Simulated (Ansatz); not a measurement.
An elastic tensor (GPa, Voigt order, standard axes) from LDA in the plane-wave PAW code Ansatz:

```
  196   59.2   28.0  -38.2    0.0    0.0
 59.2    196   28.0   38.2    0.0    0.0
 28.0   28.0   89.2    0.0    0.0    0.0
-38.2   38.2    0.0    106    0.0    0.0
  0.0    0.0    0.0    0.0    106  -38.2
  0.0    0.0    0.0    0.0  -38.2   68.5
```

Task: Which of these materials gives this?
A) ZrSeS, P3m1 (Zr on 1a, Se on 1c, S on 1b)
B) TiS2, CdI2 type
C) GeI2, CdI2 type
D) P, A7 (α-As type)

Result: D, P, A7 (α-As type)

Space group R-3m (A7 (α-As type)). This is a known high-pressure phase of the composition, computed here at zero pressure and temperature. The LDA relaxation kept the symmetry of its start; whether a distortion lowers the energy is not shown. As this level gives no gap, shear constants depend on the k-mesh and smearing (Fermi–Dirac, 0.1 eV here).

Potentials: the later of the program's two PAW sets.
